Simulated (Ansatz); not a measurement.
**What moves the field gradients of Na3SbTe3?**

Cell of run 1: a Materials Project structure (computed, not necessarily an observed phase), taken as it stands.

Space group P2_13 (No. 198); a = 9.6784 Å.

```
site  Wyckoff  site symmetry       x       y       z
 Na1       4a            .3.  0.5900  0.9100  0.0900
 Na2       4a            .3.  0.1827  0.1827  0.1827
 Na8       4a            .3.  0.3274  0.1726  0.8274
  Sb       4a            .3.  0.0387  0.4613  0.5387
  Te      12b              1  0.2596  0.1195  0.5026
```

One atom of each set is listed.

Relaxed positions (PBE, cell held):

Na1 (0.5900, 0.9100, 0.0900)
Na2 (0.1829, 0.1829, 0.1829)
Na8 (0.3274, 0.1726, 0.8274)
Sb (0.0381, 0.4619, 0.5381)
Te (0.2597, 0.1193, 0.5028)

All runs are DFT with Ansatz 0.2.0 (plane waves and PAW, scalar-relativistic unless spin–orbit coupling is named, Γ-centred meshes, Fermi–Dirac smearing where given) in this cell.

Run 1: PBE, atoms as given; 420 eV, 3×3×3 k-points, smearing 0.02 eV.
Run 2: PBE, atoms relaxed; 420 eV, 3×3×3 k-points, smearing 0.02 eV.
Run 3: r2SCAN, at the relaxed atoms; 500 eV, 3×3×3 k-points, smearing 0.02 eV.

```csv
run,Na1 V_zz (η),Na8 V_zz (η),Sb V_zz (η),Te V_zz (η)
1,-0.090 (0.00),-0.20 (0.00),-11.51 (0.00),49.9 (0.15)
2,-0.090 (0.00),-0.20 (0.00),-11.77 (0.00),49.8 (0.15)
3,?,?,?,?
```

V_zz in 10²¹ V/m²; 4 of the 5 sets of like atoms are followed.

Task: Estimate the row of run 3.

Result: Na1: -0.10 (0.00); Na8: -0.22 (0.00); Sb: -14.14 (0.00); Te: 51.8 (0.12). It lies nearest to run 2, from whose tensors on these sites it differs by 2.37 at most (largest principal value of the difference, on Sb). Taken one at a time, the functional (r2SCAN with its higher cutoff) moves the tensors on these sites by up to 2.37 (largest principal value of the change, on Sb), the positions of the atoms (as given or relaxed) by 0.32 (Te).

Without spin–orbit coupling the gradients at and beside Te can be off by some per cent, at some sites by more. With these PAW files V_zz is typically within 2 to 3 % of all-electron values, but misses above 10 % occur on Sb. In run 3 the atoms aren't at the calculated equilibrium (largest force 0.28 eV/Å).
